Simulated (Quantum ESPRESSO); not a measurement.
# Band energies of Ba$_{2}$ScNbO$_{6}$

```xyz
10
Lattice="0.0000 4.1442 4.1442 4.1442 0.0000 4.1442 4.1442 4.1442 0.0000" Properties=species:S:1:pos:R:3 pbc="T T T"
O      2.0209     4.1442     4.1442
O      6.2675     4.1442     4.1442
O      4.1442     2.0209     4.1442
O      4.1442     6.2675     4.1442
O      4.1442     4.1442     2.0209
O      4.1442     4.1442     6.2675
Sc     4.1442     4.1442     4.1442
Nb     0.0000     0.0000     0.0000
Ba     2.0721     2.0721     2.0721
Ba     6.2163     6.2163     6.2163
```

LDA (Quantum ESPRESSO, PseudoDojo norm-conserving, 84 Ry, no spin-orbit coupling); path ΓXWKΓLUWLK,UX; energies in eV from the valence-band maximum.

```csv
k (1/Å),point,band 36,band 37,band 38,band 39,band 40,band 41,band 42,band 43
0.00,Γ,-0.23,-0.23,0.00,0.00,0.00,2.62,2.62,2.62
0.19,,-0.32,-0.32,-0.14,-0.14,-0.01,2.63,2.91,2.91
0.38,,-0.52,-0.52,-0.40,-0.40,-0.02,2.66,3.55,3.55
0.76,X,-0.91,-0.91,-0.59,-0.59,-0.05,2.71,4.19,4.19
0.76,W,-1.04,-0.99,-0.99,-0.43,-0.43,3.56,3.56,4.19
1.03,K,-1.00,-0.94,-0.93,-0.84,-0.20,3.19,4.02,4.06
1.23,,-0.90,-0.90,-0.61,-0.55,-0.42,3.65,3.65,3.76
1.43,,-0.63,-0.59,-0.47,-0.34,-0.23,3.16,3.29,3.47
1.83,Γ,-0.23,-0.23,0.00,0.00,0.00,2.62,2.62,2.62
1.99,,-0.33,-0.33,-0.09,-0.09,-0.04,2.75,2.78,2.78
2.32,,-0.69,-0.69,-0.52,-0.52,-0.32,3.50,3.51,3.51
2.49,L,-0.74,-0.64,-0.61,-0.61,-0.45,3.70,3.70,3.71
2.95,U,-1.00,-0.94,-0.93,-0.84,-0.20,3.19,4.02,4.06
2.95,W,-1.04,-0.99,-0.99,-0.43,-0.43,3.56,3.56,4.19
3.22,,-0.91,-0.90,-0.82,-0.47,-0.44,3.63,3.63,3.96
3.35,,-0.82,-0.74,-0.64,-0.53,-0.46,3.68,3.68,3.78
3.49,L,-0.74,-0.64,-0.61,-0.61,-0.45,3.70,3.70,3.71
3.60,,-0.80,-0.72,-0.61,-0.56,-0.45,3.66,3.73,3.74
3.72,,-0.88,-0.84,-0.68,-0.65,-0.37,3.54,3.80,3.85
3.95,K,-1.00,-0.94,-0.93,-0.84,-0.20,3.19,4.02,4.06
3.95,U,-1.00,-0.94,-0.93,-0.84,-0.20,3.19,4.02,4.06
4.22,X,-0.91,-0.91,-0.59,-0.59,-0.05,2.71,4.19,4.19
```

The LDA gap is direct, 2.62 eV at Γ.

Spin-orbit splittings are left out.

Geometry of the Materials Project entry, not relaxed at this level.

The structure is a Materials Project entry; no match was found in the copy of COD used, and its stability was not checked.
